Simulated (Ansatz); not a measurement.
Relaxed-ion elastic tensor of CrGe (rock salt, Fm-3m) in GPa (Voigt order), plane-wave PAW PBEsol (Ansatz code); density 6.90 g/cm³, 14.99 Å³ per atom.

```csv
,1,2,3,4,5,6
1,252,61.4,61.4,0.0,0.0,0.0
2,61.4,252,61.4,0.0,0.0,0.0
3,61.4,61.4,252,0.0,0.0,0.0
4,0.0,0.0,0.0,-25.9,0.0,0.0
5,0.0,0.0,0.0,0.0,-25.9,0.0
6,0.0,0.0,0.0,0.0,0.0,-25.9
```

Question: Is the crystal mechanically stable?

Answer: No: the smallest eigenvalue of C is -25.9 GPa.

A made-up cell: these elements were put on the sites of a structure type; neither database checked (COD, Materials Project) lists it. Whether it is the stable phase at ambient conditions was not checked. The cell was relaxed with PBEsol under the symmetry of its start. At this level the phase is mechanically unstable. Magnetic state: ferromagnetic, chosen from 3 collinear starts compared on coarse meshes (ties went to the first, and starts can fall back to one state), not a proven ground state. As this level gives no gap, shear constants depend on the k-mesh and smearing (Fermi–Dirac, 0.1 eV here). On the denser mesh and wider smearing of the elastic run this cell carries a stress of 0.3 GPa.

Potentials: the later of the program's two PAW sets.
